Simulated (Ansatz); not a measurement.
In2TeO2:
```
CELL_PARAMETERS angstrom
      3.79728     0.00000     0.00000
     -1.89864     3.28854     0.00000
      0.00000     0.00000     7.03936
ATOMIC_POSITIONS crystal
  In 0.66667 0.33333 0.80709
  In 0.33333 0.66667 0.19291
  Te 0.00000 0.00000 0.50000
  O  0.66667 0.33333 0.11958
  O  0.33333 0.66667 0.88042
```

Relaxed with r²SCAN. Special points in fractions of this cell's reciprocal vectors: Γ (0.000, 0.000, 0.000); M (0.500, 0.000, 0.000); K (0.333, 0.333, 0.000); A (0.000, 0.000, 0.500); L (0.500, 0.000, 0.500); H (0.333, 0.333, 0.500).

Task: List the band energies nearest the Fermi level at these points for the program Ansatz at the r²SCAN with spin–orbit coupling level (PAW).

Result: In eV from the Fermi level; about four levels below and three above (degenerate sets whole), none deeper than 8.9 eV; points with the same levels are listed once.

```
k                                below                above
-  -----------------------------------  -------------------
Γ              -1.38 -1.38 -0.04 -0.04  0.63 0.63 3.38 3.38
M              -0.79 -0.79 -0.34 -0.34  2.92 2.92 3.99 3.99
K              -2.43 -2.43 -1.54 -1.54  1.66 1.66 1.72 1.72
A  -3.37 -3.37 -3.37 -3.37 -0.09 -0.09  0.63 0.63 1.17 1.17
L              -0.77 -0.77 -0.12 -0.12  2.71 2.71 3.92 3.92
H              -3.58 -3.58 -1.80 -1.80  1.58 1.58 1.64 1.64
```

Space group P-3m1. The start of the workflow was typed in or built on a structure type; neither database checked (COD, Materials Project) lists it. Its standing as an ambient phase is unchecked. The cell was relaxed with r²SCAN under the symmetry of its start; its stability against distortions is not shown here.

Potentials: the earlier of the program's two PAW sets.
